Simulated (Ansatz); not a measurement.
Input:

BAs (zinc blende, F-43m), a = 4.782 Å, b = 4.782 Å, c = 4.782 Å, α = 90.00°, β = 90.00°, γ = 90.00°; the cell used has 2 atoms.

This is the r²SCAN-relaxed structure.

**Question.** All from plane-wave PAW r²SCAN (Ansatz code), unless another level is named. Give the electron effective mass.

**Answer.** 0.21, 0.21, 1.1 mₑ (principal values).

**Question.** And the hole effective mass, band 1 of 3 at the edge?

**Answer.** 0.22 along [100], 1.7 along [110], 0.52 along [111] (mₑ).

**Question.** And the valence-band maximum?

**Answer.** at Γ.

**Question.** Give the conduction-band minimum.

**Answer.** on the Γ–X line, 79 % of the way from Γ (6 equivalent valleys).

The r²SCAN relaxation kept the symmetry of its start; phonons on a q-mesh show no instability. Scalar-relativistic: spin–orbit coupling is off unless named, which matters more the heavier the elements.

Potentials: the earlier of the program's two PAW sets.

Edges and masses are those of Kohn–Sham bands, whose gap is no quasiparticle gap.
